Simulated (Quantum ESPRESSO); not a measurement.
BSi3C3N, a curve over strain

Computed values, not a measurement. The program is pw.x of Quantum ESPRESSO 7.5 (plane-wave density functional theory). The cell is made up: 8 atoms on a zincblende/diamond lattice, with randomly drawn elements, strain and displacements, not relaxed. PseudoDojo standard norm-conserving files (v0.5 for PBE, v0.4.1 for LDA and PBEsol) set the functional; there is no spin polarisation, spin-orbit coupling or dispersion term, and the masses in the input are unused placeholders.

Seven runs add a strain to one cell (shear xy, as the tensor component); the atoms follow the cell and are not relaxed. Stress in the table is positive in tension.

Input of the run at -0.0000:

```
&control calculation='scf', pseudo_dir='./dojo.nc.sr.pbe.v0_5.standard.upf', outdir='./o', disk_io='medium', tprnfor=.true., tstress=.true. /
&system ibrav=0, nat=8, ntyp=4, nbnd=22, ecutwfc=84.00895049, nosym=.true., tot_charge=0,
 occupations='smearing', smearing='fd', degauss=0.0018374661
/
&electrons conv_thr=7.350e-09, electron_maxstep=60, /
ATOMIC_SPECIES
B 1.0 B.upf
C 1.0 C.upf
N 1.0 N.upf
Si 1.0 Si.upf
CELL_PARAMETERS angstrom
4.2866 0.0 0.0
0.0 4.2866 0.0
0.0 0.0 4.2866
ATOMIC_POSITIONS angstrom
B -0.0065 0.0387 0.0043
Si 0.0034 2.1163 2.1121
Si 2.1053 0.018 2.0847
Si 2.1548 2.106 -0.0117
C 1.0638 1.06 1.0752
C 1.0698 3.2499 3.2503
N 3.1362 1.0824 3.194
C 3.2187 3.2287 1.0874
K_POINTS automatic
4 4 4 1 1 1
```

| added strain | free energy less that of the input shown (eV) | stress xx (GPa) | stress yy (GPa) | stress zz (GPa) | stress xy (GPa) | pressure (GPa) | next band up at Gamma (eV) | iterations |
| --- | --- | --- | --- | --- | --- | --- | --- | --- |
| -0.0246 | 0.0453 | 7.91 | 8.35 | 8.12 | -8.19 | -8.13 | 0.914 | 12 |
| -0.0148 | -0.0082 | 8.14 | 8.54 | 8.01 | -3.23 | -8.23 | 0.995 | 12 |
| -0.0048 | -0.0146 | 8.09 | 8.45 | 7.80 | 1.81 | -8.11 | 1.068 | 12 |
| -0.0000 | 0.0000 | 7.97 | 8.30 | 7.66 | 4.24 | -7.98 | 1.098 | 12 |
| +0.0029 | 0.0143 | 7.87 | 8.19 | 7.57 | 5.70 | -7.87 | 1.114 | 12 |
| +0.0196 | 0.1762 | 6.83 | 7.05 | 6.84 | 14.19 | -6.91 | 1.181 | 12 |

Question: one run is left out of the table, at +0.0093. Estimate its stress xy (GPa).

Answer: 8.95. The whole row:

| added strain | free energy less that of the input shown (eV) | stress xx (GPa) | stress yy (GPa) | stress zz (GPa) | stress xy (GPa) | pressure (GPa) | next band up at Gamma (eV) | iterations |
| --- | --- | --- | --- | --- | --- | --- | --- | --- |
| +0.0093 | 0.0601 | 7.56 | 7.84 | 7.32 | 8.95 | -7.57 | 1.145 | 12 |

A cubic fit gives a slope of stress xy against the added strain of 505 GPa at zero added strain, with the atoms clamped. Across the table the free energy follows the integral of the stress to within 0.4 meV. A rerun of one of the cells at 1437 eV and a 6 x 6 x 6 mesh moved values by no more than 0.005 eV in energy, 0.03 GPa in stress and 0.002 eV/Å in force. The band column is the level of band 17 at Gamma less that of band 16, whose number is half the electron count, rounded up; it comes from a band step after each run.